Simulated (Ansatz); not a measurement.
An Ansatz input:

```yaml
crystal:
  lattice:
    - [0.0, 1.9029233866, 1.9029233866]
    - [1.9029233866, 0.0, 1.9029233866]
    - [1.9029233866, 1.9029233866, 0.0]
  atoms:
    - { symbol: Zn, position: [0.0, 0.0, 0.0] }
hamiltonian:
  xc: r2scan
  pseudopotentials:
    kind: paw
    azcp:
      Zn: "pseudopotentials/Zn.paw.azcp"
basis:
  ecutwfc: 500
  fft_grid_basis: typed
kpoints:
  mp_grid: { grid: [16, 16, 16], shift: [0, 0, 0] }
magnetization:
  spin_polarized: false
scf:
  occupations: { method: fermi_dirac, width: 0.1 }
  lower_state_search: "off"
output:
  stress: true
```

and its output:

```
Engine: ansatz 0.2.0, x86_64-unknown-linux-gnu
Pseudopotentials: kind: paw
Pseudopotential: Zn, paw, valence charge 12, recommended cutoff 500 eV (meta_gga) 
Functional definition: r2SCAN
  parameter k0 = 0.174
  parameter k1 = 0.065
  parameter a1 = 4.9479
  exchange = r2scan_x(k0 = k0, k1 = k1, a1 = a1)
  correlation = r2scan_c
Crystal: 1 atoms, lattice volume = 13.781 Å³
Basis set: ecut = 500 eV, 339 PW (Γ), exchange–correlation on 80×80×80 points (64 copies of the dense FFT grid, shifted against one another)
Bands: 10, of which v1, the nominal top of the filled ones, is band 6 counted from 1 (5 counted from 0)
Symmetry: 48 space group operations
Space group: Fm-3m (ITA 225), of the structure as read, at distance tolerance 2.4e-5 Å
k-points: 145 of 4096
Non-local potential: Zn, projectors of the file, l = 0: 2, l = 1: 2, l = 2: 3, l = 3: 1
PAW form: soft (Blöchl's): semilocal exchange-correlation on the pseudo side does not see the compensation charge
PAW frozen core: Zn, regenerated for the run's functional (the file was generated under x = pbe(κ = 0.804, μ = 0.2195149727645171), c = pbe(β = 0.06672455060314922))
PAW one-centre angular grid: Zn, 590 points (default); XC on 261 of its mesh's 2673 points in the sphere
Initial density: superposition of atomic densities (neutral atoms: chi_scale 0, normalization atom), corrected by the library's trained network
Initial wavefunctions: pseudopotential atomic-orbital guess
Functional: x = r2scan, c = r2scan; τ floored in thin density (d = 2e-4 eV/Å³)
SCF iter   1: F=-3325.602446 eV  HF=-3325.641848 eV  |F-HF|=3.94e-2  |Δ(HF+E_count)|=         —  Δρ=2.40e-2  dr2=3.89e-2  dr2_τ=1.29e-3  ethr=1.77e-3  ⟨swp⟩=5.2  Hψ=10157  notcnv=0
SCF iter   2: F=-3325.622827 eV  HF=-3325.638607 eV  |F-HF|=1.58e-2  |Δ(HF+E_count)|=   3.24e-3  Δρ=8.41e-3  dr2=6.12e-3  dr2_τ=2.07e-4  ethr=3.24e-4  ⟨swp⟩=2.2  Hψ=4095  notcnv=0
SCF iter   3: F=-3325.633944 eV  HF=-3325.633835 eV  |F-HF|=1.09e-4  |Δ(HF+E_count)|=   4.77e-3  Δρ=2.78e-3  dr2=3.94e-4  dr2_τ=2.35e-6  ethr=5.10e-5  ⟨swp⟩=2.0  Hψ=2849  notcnv=0
SCF iter   4: F=-3325.633981 eV  HF=-3325.633979 eV  |F-HF|=2.06e-6  |Δ(HF+E_count)|=   1.43e-4  Δρ=1.94e-4  dr2=2.46e-6  dr2_τ=7.43e-8  ethr=3.28e-6  ⟨swp⟩=1.7  Hψ=2367  notcnv=0
SCF iter   5: F=-3325.633984 eV  HF=-3325.633983 eV  |F-HF|=9.26e-7  |Δ(HF+E_count)|=   4.12e-6  Δρ=7.93e-5  dr2=5.80e-7  dr2_τ=4.84e-9  ethr=2.05e-8  ⟨swp⟩=2.1  Hψ=2339  notcnv=0
SCF iter   6: F=-3325.633984 eV  HF=-3325.633984 eV  |F-HF|=4.77e-9  |Δ(HF+E_count)|=   1.39e-6  Δρ=5.17e-6  dr2=1.80e-9  dr2_τ=1.34e-10  ethr=8.33e-10  ⟨swp⟩=3.7  Hψ=6495  notcnv=0
SCF 1 converged in 6 iterations: F = -3325.633984 eV  dr2 = 1.80e-9
SCF converged after 6 iterations
Free energy (F): -3325.633984 eV
Harris-Foulkes:  -3325.633984 eV  (|F-HF|=4.77e-9)
Internal energy: -3325.624171 eV  (E = F + TS)
E sigma→0 (E₀):  -3325.629078 eV
Entropy (-TS):   -0.009813 eV (-9.813 meV/atom)
Fermi energy:    12.471115 eV
--- Per-component energies (eV) ---
  E_band       = 59.454176
  E_kinetic    = 131.219679
  E_local      = -1470.625809  (includes V_loc(G=0)·N_el)
  E_nonlocal   = 613.341655
  E_hartree    = 620.357125
  E_xc         = -125.106695
  E_vxc        = -55.562599  (∫ρ·V_xc dr)
  E_paw        = -1845.636537  (= ΣΔE_a)
  E_vpaw       = -402.887563  (= ΣTr[D̂ρ^β])
  E_aug_tail   = -0.000075  (compensation charges beyond the density's cutoff)
  E_vtau       = 3.253908  (kinetic-family band-sum trace: ∫τ·v_τ [+ j·A + Jᵃ·Aᵃ] dr)
  E_ewald      = -1248.990895
  E_core_change = -0.182619  (= ΣΔE_core)
  E_smearing   = -0.009813  (= −TS)
  E_closure    = -0.000000  (closes the sum)
  Σ components = -3325.633984   (vs F -3325.633984, Δ=0.00e0)
--- Stress (GPa, compression-positive) ---
        3.544710      -0.000000      -0.000000
       -0.000000       3.544710       0.000000
        0.000000      -0.000000       3.544710
  P = ⅓ Tr σ = 3.5447 GPa (35.447 kbar)
```

Launched by

```sh
ansatz run input.yaml --threads 1 --pin off --max-ram 3584MiB --backend cpu --events-out ev --progress --plain --runs-dir out
```

On 1 thread of Intel(R) Xeon(R) Platinum 8259CL CPU @ 2.50GHz (Skylake/Cascade Lake) (shared host) this took about 5.6 s of wall time and 5.5 s of CPU time.
